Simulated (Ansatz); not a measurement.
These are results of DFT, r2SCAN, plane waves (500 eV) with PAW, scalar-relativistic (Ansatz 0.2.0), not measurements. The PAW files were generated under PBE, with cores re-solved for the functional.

An element in the simple cubic structure gives this curve. The cell is scaled uniformly from the relaxed one, with fractional coordinates and shape fixed. Energies are extrapolated to zero smearing, pressures are those at the given smearing. Magnetic state: spin not included.

```tsv
V (Å³/atom)	E − E₀ (meV/atom)	P (GPa)
17.439	68.3	10.33
18.232	28.1	6.18
19.024	6.5	2.81
19.817	0.0	0.10
20.610	5.5	-2.09
21.402	20.7	-3.84
22.195	43.7	-5.23
```

Problem. Which element is it?
A. palladium
B. zinc
C. aluminium
D. lithium

Solution. C. Its fit is V₀ = 19.82 Å³/atom, B₀ = 61 GPa, B₀′ = 4.4.
